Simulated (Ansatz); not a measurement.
Given:

MoP$_{2}$:
```
CELL_PARAMETERS angstrom
      1.55467    -5.54312     0.00000
      1.55467     5.54312     0.00000
      0.00000     0.00000     4.93191
ATOMIC_POSITIONS crystal
  Mo 0.90674 0.09326 0.49796
  Mo 0.09326 0.90674 0.99796
  P  0.56985 0.43015 0.37969
  P  0.43015 0.56985 0.87969
  P  0.29695 0.70305 0.19736
  P  0.70305 0.29695 0.69736
```

This is the LDA-relaxed structure.

Task: All from plane-wave PAW LDA (Ansatz code), unless another level is named. Predict the highest zone-centre frequency.

Result: 534 cm⁻¹.

Task: What about the bulk modulus (Birch–Murnaghan fit)?

Result: 195 GPa.

Space group Cmc2_1. The first step of the workflow began from a Materials Project structure, measured or hypothetical; the Crystallography Open Database copy checked does not list it. Its standing as an ambient phase is unchecked. The LDA relaxation kept the symmetry of its start; of distortions, only those at the zone centre were tested. The run is not spin-polarised. As this level gives no gap, phonon frequencies hold no LO–TO term and depend on the k-mesh and smearing (Fermi–Dirac, 0.1 eV here).

Potentials: the earlier of the program's two PAW sets.
